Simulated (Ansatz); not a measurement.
TiTeS in space group P3m1 (No. 156; Ti on 1b, Te on 1a, S on 1c), the program Ansatz at the LDA level (PAW), all energies at zero smearing, with the estimated change up to a 700 eV cutoff added, with one set of potentials and settings (totals compare only within such a set). Cell of 3 atoms (1 Ti, 1 Te, 1 S): -10150.256 eV.

| element | reference phase | E (eV/atom) |
|---|---|---|
| Ti | P6/mmm, 3 atoms in the cell | -2450.3259 |
| Te | P3_121, 3 atoms in the cell | -6827.2001 |
| S | Fddd, 32 atoms in the cell | -869.4931 |

Formation energy per atom, worked out: (-10150.256 − 1×(-2450.3259) − 1×(-6827.2001) − 1×(-869.4931))/3 = -1.079 eV/atom (-104 kJ per mol of atoms), at 0 K, without zero-point energy or fitted corrections.

The first step of the workflow began from a Materials Project structure, measured or hypothetical; the Crystallography Open Database copy checked does not list it. Its standing as an ambient phase is unchecked. Symmetry was held in the LDA relaxation; whether a distortion lowers the energy is not shown. No spin polarisation was allowed. A crystal of weakly bound layers computed without a dispersion correction: the cell and the soft elastic constants depend strongly on that. The references are the lowest solids computed at this level, not always the standard phases. Spin–orbit coupling is left out wherever it is not named.

Potentials: the later of the program's two PAW sets.
